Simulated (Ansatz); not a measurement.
Relaxing an invented PbF structure

The calculation used Ansatz 0.2.0, DFT PBE, scalar-relativistic, plane waves, PAW. Cutoff 420 eV, Gaussian smearing, Γ-centred meshes. Cell and atoms relax first on a coarse mesh and then on a finer one. In between, the cell is made exact in the group found at 0.06 Å. In metals the finer mesh still leaves noise of several meV/atom or more. The steps can't lower the symmetry of their start. No spin polarisation.

The guess for PbF was made by a generator: random cell by space group and Wyckoff sites (R-3m, No. 166). Its size is a rough estimate.

```cif
data_structure
_symmetry_space_group_name_H-M 'R-3m:H'
_symmetry_Int_Tables_number 166
_cell_length_a 4.8198
_cell_length_b 4.8198
_cell_length_c 7.4221
_cell_angle_alpha 90.000
_cell_angle_beta 90.000
_cell_angle_gamma 120.000
_cell_volume 149.32
loop_
_atom_site_label
_atom_site_type_symbol
_atom_site_symmetry_multiplicity
_atom_site_Wyckoff_symbol
_atom_site_fract_x
_atom_site_fract_y
_atom_site_fract_z
_atom_site_occupancy
Pb1 Pb 3 a 0.00000 0.00000 0.00000 1
F1 F 3 b 0.33333 0.66667 0.16667 1
```

Energies over the elements count from the elements' standard structures at the same level (F₂ as a molecule), with no fitted energy shifts.

Question: Which structure results?

Answer: The symmetry stays R-3m (No. 166). The volume per atom shrinks by 17.0 %, from 24.9 to 20.7 Å³. The shortest distance goes from 3.05 Å (Pb–F) to 2.79 Å (Pb–F). The ratio c/a of the conventional cell changes by a factor of 1.21. The energy falls by about 0.19 eV/atom (the start's value is from the coarse mesh). Conventional cell: a = 4.248 Å, c = 7.928 Å. Pb is surrounded by 6 F at 2.79 Å; F has 6 Pb at 2.79 Å.

Space group R-3m:H (No. 166). a = 4.248 Å, b = 4.248 Å, c = 7.928 Å, α = 90.00°, β = 90.00°, γ = 120.00°
```csv
atom,site,symmetry,x,y,z
Pb,3a,-3m,0.0000,0.0000,0.0000
F,3b,-3m,0.3333,0.6667,0.1667
```

Question: How does it come out in energy, and is it a metal?

Answer: The energy over the elements is −1.34 eV/atom and the gap on the 18×18×18 mesh of the 2-atom cell is 0 eV (a metal).

Whether it is stable depends on the other phases of the system, which aren't compared here.

The last run used Gaussian smearing of 0.10 eV. These runs have no spin–orbit coupling, which can matter for Pb. An odd number of electrons in the primitive cell allows no gap without spin; a larger cell or a magnetic state could open one. A structure relaxed within its symmetry needn't be a true minimum.
